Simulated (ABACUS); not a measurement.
Worked example: self-consistent single point of Au (Fm-3m, 1 atom in the cell; from Materials Project mp-81) in ABACUS.

Computed with PBE, PseudoDojo 0.5 standard norm-conserving PBE (tails mended) pseudopotentials (plane waves; ABACUS 3.10.1).

```
CELL_PARAMETERS angstrom
      0.00000     2.08564     2.08564
      2.08564     0.00000     2.08564
      2.08564     2.08564     0.00000
ATOMIC_POSITIONS crystal
  Au 0.00000 0.00000 0.00000
```

Reference input (self-consistent single point, DFT, PBE, plane waves, PseudoDojo 0.5 standard norm-conserving PBE (tails mended) pseudopotentials): KPT = MP 9 9 9 0 0 0; basis_type = pw; dft_functional = PBE; ecutwfc = 76 Ry; smearing_method = mv; smearing_sigma = 0.0146997 Ry; potentials = PseudoDojo 0.5 standard norm-conserving PBE (tails mended); symmetry = 1; symmetry_prec = 1e-05; ks_solver = dav_subspace; scf_nmax = 100; scf_thr = 1.0e-09 Ry. This run's input differs from it in these lines:

```diff
@@ -41,4 +41,4 @@
 0
-MP
-9 9 9 0 0 0
+Gamma
+4 4 4 0 0 0
```

Log, with long lists cut:

```
 SELF-CONSISTENT
 -------------------------------------------
                                 init_chg = atomic

 PW ALGORITHM --------------- ION=   1  ELEC=   1--------------------------------
 Notice: Threshold on eigenvalues was too large.

 Density error is 0.0606442121772
                          Error Threshold = 0.000321761251246
 E_KohnSham     -296.3771188664      -4032.4175734060
 E_Fermi        1.4920722520         20.3006844542

 PW ALGORITHM --------------- ION=   1  ELEC=   2--------------------------------

 Density error is 0.00294687506311
                          Error Threshold = 0.00031918006409
   [... lines left out ...]

 Density error is 1.43735494718e-08
                          Error Threshold = 9.58890386368e-10
 E_KohnSham     -296.3848861263      -4032.5232523989
 E_Fermi        1.4529485933         19.7683797705

 PW ALGORITHM --------------- ION=   1  ELEC=   8--------------------------------

 Density error is 8.95179490653e-11
                          Error Threshold = 7.56502603779e-11
 E_KohnSham     -296.3848861277      -4032.5232524183
 E_KS(sigma->0) -296.3846188659      -4032.5196161350
 E_entropy(-TS) -0.0005345236        -0.0072725666
 E_Fermi        1.4529661416         19.7686185271
 charge density convergence is achieved
 final etot is -4032.5232524 eV
 EFERMI = 19.768618527 eV

 STATE ENERGY(eV) AND OCCUPATIONS    NSPIN == 1
   [... 17 lines left out ...]

 TOTAL-FORCE (eV/Angstrom)
                       Au1         0.0000000000         0.0000000000         0.0000000000

 TOTAL-STRESS (KBAR)
         1.3387185289         0.0000000000         0.0000000000
         0.0000000000         1.3387185289        -0.0000000000
         0.0000000000        -0.0000000000         1.3387185289
 TOTAL-PRESSURE: 1.338719 KBAR

 --------------------------------------------
 !FINAL_ETOT_IS -4032.5232524183202258 eV
 --------------------------------------------
```

The run converged in 8 iterations. Against the reference run the free energy goes up by 215 meV/atom and the pressure goes from -1.74 to 0.13 GPa.

This run is one point of a test of settings, so its values need not be converged; read them against the reference run alone. The structure comes from a collection of computed structures, made at another level of theory; the collection holds predicted forms beside known ones. No clean gap shows at this smearing width and mesh (spacing up to 0.65 Å⁻¹); the mesh is coarse for partly filled bands, so the values carry mesh errors.

“Tails mended”: in these copies of the files the far tail of each local potential was reset to the Coulomb form.
